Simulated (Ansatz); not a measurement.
**A plane-wave run on SrTiO3**

Input file of Ansatz 0.2.0:

```yaml
crystal:
  lattice:
    - [3.86773283, 0.0, 3.86773283]
    - [0.0, 3.86773283, 0.0]
    - [3.86773283, 0.0, -3.86773283]
  atoms:
    - { symbol: Sr, position: [0.0, 0.5, 0.5] }
    - { symbol: Sr, position: [0.5, 0.5, 0.0] }
    - { symbol: Ti, position: [0.0, 0.0, 0.0] }
    - { symbol: Ti, position: [0.5, 0.0, 0.5] }
    - { symbol: O, position: [0.25, 0.0, 0.25] }
    - { symbol: O, position: [0.75, 0.0, 0.75] }
    - { symbol: O, position: [0.0, 0.5, 0.0] }
    - { symbol: O, position: [0.5, 0.5, 0.5] }
    - { symbol: O, position: [0.25, 0.0, 0.75] }
    - { symbol: O, position: [0.75, 0.0, 0.25] }
kpoints:
  mp_grid: { grid: [4, 5, 4], shift: [0.5, 0.5, 0.5] }
  band_path:
    path:
      - [0.0, 0.0, 0.0]
      - [0.0, 0.5, 0.0]
      - [0.5, 0.5, 0.5]
      - [0.0, 0.0, 0.0]
      - [1.0, 0.5, 0.0]
      - [0.0, 0.5, 0.0]
    npoints: 10
magnetization:
  spin_polarized: true
scf:
  occupations: { method: cold, width: 0.2681 }
  lower_state_search: "off"
  max_iter: 200
hamiltonian:
  pseudopotentials: { kind: paw }
  xc: pbe
basis:
  ecutwfc: 420
  fft_grid_basis: typed
output:
  forces: true
  stress: true
  eigenvalues: true
  bader: true
  populations: true
  elf: true
  write_potential: true
  volumetric_format: npy
  dos:
    e_range: [-12, 8]
    de: 0.05
    projected: { site_lists: { O: [O], Sr: [Sr], Ti: [Ti] } }
checkpoint:
  read: saved_state
```

The saved state is an earlier solution for the same cell, perhaps on another mesh. The state carries no moments; the state need not be the lowest.

Excerpt of what it printed:

```
band count auto-derived: 52 (N_el = 80.0; filled up to band 40; 50 by the electrons, moments and atoms)
Pseudopotentials: kind: paw
Pseudopotential: Sr, paw, valence charge 10, recommended cutoff 420 eV (normal), Sr.paw.azcp
Pseudopotential: Ti, paw, valence charge 12, recommended cutoff 420 eV (normal), Ti.paw.azcp
Pseudopotential: O, paw, valence charge 6, recommended cutoff 420 eV (normal), O.paw.azcp
Functional definition: PBE
  exchange = pbe_x(kappa = kappa, mu = beta*pi^2/3)
  correlation = pbe_c(beta = beta)
Crystal: 10 atoms, lattice volume = 115.718 Å³
Basis set: ecut = 420 eV, 2273 PW (Γ), exchange–correlation on 80×54×80 points (8 copies of the dense FFT grid, shifted against one another)
Bands: 52, of which v1, the nominal top of the filled ones, is band 40 counted from 1 (39 counted from 0)
Symmetry: 32 space group operations
Space group: Pm-3m (ITA 221), of the structure as read, at distance tolerance 4.9e-5 Å
k-points: 9 of 80
Initial density: read from a saved state, or passed on in memory by an earlier SCF of this step, an earlier step, the calling program or the single point that the run made first
Functional: x = pbe(κ = 0.804, μ = 0.2195), c = pbe(β = 0.0667)
Magnetization: 0.0000 μB (40.0000 up, 40.0000 down)
Absolute magnetization: 0.0000 μB (∫|ρ↑−ρ↓|)
Spin contamination: 0.0000 ħ² per cell (⟨S²⟩ above its minimum at these occupations)
Per-site moments (μB) at R_I (Å): [(0.0, 1.1281), (0.0, 1.1281), (0.0, 0.7977), (0.0, 0.7977), (0.0, 0.7977), (0.0, 0.7977), (0.0, 0.7977), (0.0, 0.7977), (0.0, 0.7977), (0.0, 0.7977)]
Free energy (F): -15508.7895 eV
F+E_penalty+E_count: -15508.7895 eV  (lagrangian_ev)
Harris-Foulkes:  -15508.7895 eV  (|F-HF|=2.29e-8)
Internal energy: -15508.7895 eV  (E = F + TS)
E sigma→0 (E₀):  -15508.7895 eV
Fermi energy:    11.6681 eV
--- Per-component energies (eV) ---
  E_band       = -376.4122
  E_kinetic    = 2104.0885
  E_local      = -4695.4541  (includes V_loc(G=0)·N_el)
  E_nonlocal   = 696.6362
  E_hartree    = 1647.8693
  E_xc         = -995.1542
  E_vxc        = -1147.5374  (∫ρ·V_xc dr)
  E_paw        = -8428.4682  (= ΣΔE_a)
  E_vpaw       = -629.9061  (= ΣTr[D̂ρ^β])
  E_aug_tail   = 0.0152  (compensation charges beyond the density's cutoff)
  E_ewald      = -5838.3222
  E_smearing   = 0.0000  (= −TS)
  E_count      =  0.0000  (occupations off the electron count; not in F)
--- Stress (GPa, compression-positive) ---
       10.1094       0.0000       0.0000
        0.0000      10.0942       0.0000
        0.0000       0.0000      10.1094
  P = ⅓ Tr σ = 10.1044 GPa (101.044 kbar)
--- Löwdin populations: 10 sites ---
  site symbol       q [e]    m [muB]
     0     Sr      8.2652     0.0000
     1     Sr      8.2652     0.0000
     2     Ti     10.8204     0.0000
     3     Ti     10.8204     0.0000
     4      O      6.8670     0.0000
     5      O      6.8670     0.0000
     6      O      6.8667     0.0000
     7      O      6.8667     0.0000
     8      O      6.8670     0.0000
     9      O      6.8670     0.0000
  spilling = 0.0078 (of n_electrons = 80.0000)
--- Bader charges: 10 sites ---
  site symbol  charge [e]  shift [e]    m [muB]
     0     Sr      1.5846     0.0000     0.0000
     1     Sr      1.5846     0.0000     0.0000
     2     Ti      2.2402     0.0047     0.0000
     3     Ti      2.2402     0.0047     0.0000
     4      O     -1.2750     0.0016     0.0000
     5      O     -1.2750     0.0016     0.0000
     6      O     -1.2747     0.0016     0.0000
     7      O     -1.2747     0.0016     0.0000
     8      O     -1.2750     0.0016     0.0000
     9      O     -1.2750     0.0016     0.0000
```

Origin: a database entry at a rescaled volume. Caveats: the input typed no starting moments; atoms or cell far from equilibrium; wide smearing.
